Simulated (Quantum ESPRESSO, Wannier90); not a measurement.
## Tight-binding from DFT: InCl (Cmcm)

```xyz
4
Lattice="4.3269 0.0000 0.0000 0.0000 0.0000 -4.4337 -2.1634 6.1076 0.0000" Properties=species:S:1:pos:R:3 pbc="T T T"
In    -2.1634     1.3400    -1.1084
In     2.1634    -1.3400     1.1084
Cl     0.0000     1.9492     1.1084
Cl     0.0000    -1.9492    -1.1084
```

Materials Project entry mp-571555; symmetrised, unrelaxed at this level. Not found in the COD (Crystallography Open Database) copy used, which has the formula in other groups; not checked further. Computed values, not measurements, from PBEsol: Quantum ESPRESSO (norm-conserving PseudoDojo potentials, cutoff 56 Ry, spinors with spin-orbit coupling) on a Γ-centred 6×6×6 mesh, then Wannier90. Density: 8×8×8 mesh, cold smearing 0.01 Ry.

Bands 1-4 form an isolated set from -15.25 to -15.00 eV relative to the valence-band maximum (on the path) and are turned into 4 Wannier functions by minimising the spread from the start: atomic waves Cl 3s.

Question: Where do the functions sit, how wide are they and what are they made of?

Answer: 
```csv
functions,spread (Å²),"nearest atom, distance (Å)","second atom, distance (Å)",weight on atomic waves
4,1.73,Cl 0.17,In 2.65,"Cl 3s 79 %, In 4d 12 %, In 5p 8 %"
```

Ω_I = 6.89 Å², Ω_total = 6.91 Å²; the interpolated bands follow pw.x to 0.0 meV rms on the path. Only this start was tried; a symmetric start can stop on a saddle, and mixtures of these functions could lower the total by at most Ω_total − Ω_I.
